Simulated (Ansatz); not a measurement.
**Band structure of Sr**

```xyz
2
Lattice="4.3100 0.0000 0.0000 -2.1550 3.7326 0.0000 0.0000 0.0000 7.0500" Properties=species:S:1:pos:R:3 pbc="T T T"
Sr    0.0000    2.4884    1.7625
Sr    2.1550    1.2442    5.2875
```

Atoms are numbered in the order listed.

The cell is COD entry 1540836, as deposited and not checked against the literature; nothing was relaxed.

The calculation used DFT, LDA, all-electron LAPW, scalar-relativistic in Ansatz 0.2.0.

The runs use a Γ-centred 10×10×5 k mesh, Fermi–Dirac smearing of 0.08 eV, basis error target 1 meV/atom, no spin polarisation.

Points in fractions of the reciprocal vectors of this cell: Γ (0, 0, 0), M (0.5, 0, 0), K (0.333, 0.333, 0), A (0, 0, 0.5), L (0.5, 0, 0.5), H (0.333, 0.333, 0.5). The path joins them by straight lines in the order Γ–M–K–Γ–A–L–H–A–L; legs that retrace an earlier one aren't tabulated. Energies are in eV from the Fermi level.

Is there a gap?

None at this level of theory (metallic, semimetallic, or a small gap that the functional closes).

List the levels between -20 and 0 eV at the symmetry points.


Γ: -18.68, -18.53 (×2), -18.50 (×3), -3.63, -1.17
M: -18.67, -18.64, -18.60, -18.57, -18.54, -18.53, -1.15, -0.53
K: -18.64, -18.61 (×2), -18.58, -18.57 (×2), -0.27 (×2), -0.08
A: -18.59 (×2), -18.52 (×4), -2.71 (×2)
L: -18.67 (×2), -18.55 (×4), -0.83 (×2)
H: -18.65 (×2), -18.61 (×2), -18.54 (×2)
